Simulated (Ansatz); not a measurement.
Computed with DFT PBE, scalar-relativistic, plane waves, PAW (Ansatz 0.2.0). Settings of the last relaxation (9-atom cell): 420 eV, 6×6×4 k points, Gaussian smearing of 0.02 eV, no spin polarisation.

Formation energies are uncorrected and refer to the elements' standard structures at the same level (O₂ as a molecule).

Problem. Propose a candidate for a monoclinic wide-gap insulator made of Hf, O and Si, with a gap near 5.0 eV, a formation energy near −2.94 eV/atom and a density near 3.76 g/cm³, in a cell of 9 atoms.

Solution. HfSi2O6, space group C2 (No. 5). Hf is surrounded by 4 O at 1.94–1.96 Å; Si has 4 O at 1.63–1.64 Å; O on its first site has 1 Si at 1.63 Å and 1 Hf at 1.94 Å; around O on its second site lie 2 Si at 1.64 Å; 1 more site not described.

```
CELL_PARAMETERS angstrom
4.95536 -2.50794 0.00000
4.95536 2.50794 0.00000
-0.17645 0.00000 5.88222
ATOMIC_POSITIONS crystal
Hf 0.45879 0.54121 0.00000
Si 0.51940 0.98656 0.65518
Si 0.01344 0.48060 0.34482
O 0.79160 0.42957 0.20228
O 0.30484 0.15509 0.43188
O 0.57043 0.20840 0.79772
O 0.12594 0.62858 0.18263
O 0.84491 0.69516 0.56812
O 0.37142 0.87406 0.81737
```

The volume per atom is 16.25 Å³ and the density is 3.76 g/cm³. The energy over the elements is −2.936 eV/atom. The gap on the 6×6×4 mesh of the 9-atom cell is 5.03 eV.

The cell was found from a structure generator's guess, not taken from experiment. The answer needn't be unique; the calculation gave this one.

Spin–orbit coupling, which can matter for Hf, is left out. Kohn–Sham gaps at this level usually fall short of measured ones. A later test with randomly moved atoms came back to the same energy, though modes that don't fit the test's cell weren't probed.
